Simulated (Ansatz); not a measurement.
P:
```yaml
crystal:
  lattice:
    - [3.28511, 0.00000, 0.00000]
    - [0.00000, 4.58575, 0.00000]
    - [0.00000, 0.00000, 30.00000]
  atoms:
    - { symbol: P, position: [0.00000, 0.91012, 0.53482] }
    - { symbol: P, position: [0.50000, 0.58988, 0.53482] }
    - { symbol: P, position: [0.00000, 0.08988, 0.46518] }
    - { symbol: P, position: [0.50000, 0.41012, 0.46518] }
```
Free-standing layer in the xy plane with vacuum along z and no interaction between images.

Relaxed with r²SCAN+D4.

### Question
All from DFT-r²SCAN+D4 in the program Ansatz with PAW potentials, unless another level is named. Give the hole effective mass, in the valley on the Γ–X line, 10 % of the way from Γ.

### Answer
3.0 along x, 0.13 along y (mₑ).

### Question
And the ionisation potential (Kohn–Sham)?

### Answer
5.18 eV.

### Question
And the electron effective mass, in the valley at Γ?

### Answer
1.2 along x, 0.14 along y (mₑ).

### Question
What about the electron affinity (Kohn–Sham)?

### Answer
4.14 eV.

Space group Pmna (puckered). A layer that has been made, often on a substrate. The cell was relaxed with r²SCAN+D4 under the symmetry of its start; its stability against distortions is not shown here.

Potentials: the later of the program's two PAW sets.

Edges and masses are those of Kohn–Sham bands, whose gap is no quasiparticle gap.
